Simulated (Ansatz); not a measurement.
A relaxed cell of VRuC4N4 is given with its symmetry left out. The cell was found from a structure generator's guess, not taken from experiment.

The calculation used DFT PBE, scalar-relativistic, plane waves, PAW (Ansatz). Cutoff 420 eV, Γ-centred mesh, Gaussian smearing, collinear spin.

```yaml
crystal:
  lattice:
    - [5.91163, 0.00000, 0.00000]
    - [0.00000, 5.91163, 0.00000]
    - [0.00000, 0.00000, 5.91163]
  atoms:
    - { symbol: V, position: [0.00000, 0.00000, 0.00000] }
    - { symbol: Ru, position: [0.50000, 0.50000, 0.50000] }
    - { symbol: C, position: [0.19278, 0.19278, 0.19278] }
    - { symbol: C, position: [0.19278, 0.80722, 0.80722] }
    - { symbol: C, position: [0.80722, 0.19278, 0.80722] }
    - { symbol: C, position: [0.80722, 0.80722, 0.19278] }
    - { symbol: N, position: [0.30879, 0.30879, 0.30879] }
    - { symbol: N, position: [0.30879, 0.69121, 0.69121] }
    - { symbol: N, position: [0.69121, 0.30879, 0.69121] }
    - { symbol: N, position: [0.69121, 0.69121, 0.30879] }
```

Formation energies are uncorrected and refer to the elements' standard structures at the same level (N₂ as a molecule).

Task: What space group does it have?

Result: P-43m (No. 215). Conventional cell: a = 5.912 Å. V is surrounded by 4 C at 1.97 Å; around Ru lie 4 N at 1.96 Å; C has 1 N at 1.19 Å and 1 V at 1.97 Å; N is surrounded by 1 C at 1.19 Å and 1 Ru at 1.96 Å.

Task: What is its formation energy per atom?

Result: +0.61 eV/atom. It can't be a ground state, since the elements alone are lower.

Task: Is it a metal?

Result: Yes, bands cross the Fermi level on the 6×6×6 mesh.

Task: Which magnetic moments does it keep?

Result: 0.10 μB per atom net, the space between the atoms included; by site: V -0.9; Ru 1.1 μB.

Task: From what recipe could a structure generator have reached it?

Result: One such recipe: two interpenetrating cyanide-bridged diamond nets (P-43m, No. 215). Other recipes can lead to the same cell.

The last run used collinear spin, a 6×6×6 mesh for its 10-atom cell and Gaussian smearing of 0.10 eV. The reference form of C is held partly by dispersion forces, which this level lacks. Another magnetic order may lie lower. Symmetry constrained the relaxation, so the result can be a saddle point.
